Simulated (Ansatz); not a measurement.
A trial cell of ZnS3, before relaxation:

```
Zn S
1.0
     5.94165    0.00000    0.00000
    -2.97082    5.14562    0.00000
     0.00000    0.00000    5.51522
Zn S
2 6
Direct
  0.00000 0.00000 0.00000
  0.00000 0.00000 0.50000
  0.31500 0.00000 0.25000
  0.31500 0.31500 0.75000
  0.00000 0.31500 0.25000
  0.68500 0.00000 0.75000
  0.68500 0.68500 0.25000
  0.00000 0.68500 0.75000
```

Method: DFT PBE, scalar-relativistic, plane waves, PAW (Ansatz). Cutoff 420 eV, Gaussian smearing, Γ-centred meshes. Cell and atoms relax first on a coarse mesh and then on a finer one. In between, the cell is made exact in the group found at 0.06 Å. In metals the finer mesh still leaves noise of several meV/atom or more. The steps can't lower the symmetry of their start. No spin polarisation.

A guess keeps its type if space group and coordination stay and the shape of the cell changes little (axis ratios within about 15 %, angles within 6°); the volume may change.

Task: Will the relaxed cell still be of the starting type?

Result: It doesn't keep its type. The symmetry stays P6_3/mcm (No. 193). The volume per atom shrinks by 17.7 %, from 21.1 to 17.3 Å³. The shortest distance goes from 2.32 Å (Zn–S) to 2.55 Å (S–S). The ratio c/a of the conventional cell changes by a factor of 1.57. Counting neighbours within 15 % of an atom's shortest distance, the start has S 2, Zn 6 and the end S 6, Zn 6. In detail, at the end Zn has 6 S at 2.57 Å; S is surrounded by 4 S at 2.55 Å and 2 Zn at 2.57 Å.

Space group P6_3/mcm (No. 193). a = 4.791 Å, b = 4.791 Å, c = 6.983 Å, α = 90.00°, β = 90.00°, γ = 120.00°
```csv
atom,site,symmetry,x,y,z
Zn,2b,-3.m,0.0000,0.0000,0.0000
S,6g,m2m,0.3932,0.0000,0.2500
```

The last run used a 12×12×6 mesh (in the run's order of axes) for its 8-atom cell and Gaussian smearing of 0.10 eV. A structure relaxed within its symmetry needn't be a true minimum. Another cell of ZnS3 relaxed alike, in Pm, lies 292 meV/atom lower, so this cell isn't the stable form at this level.
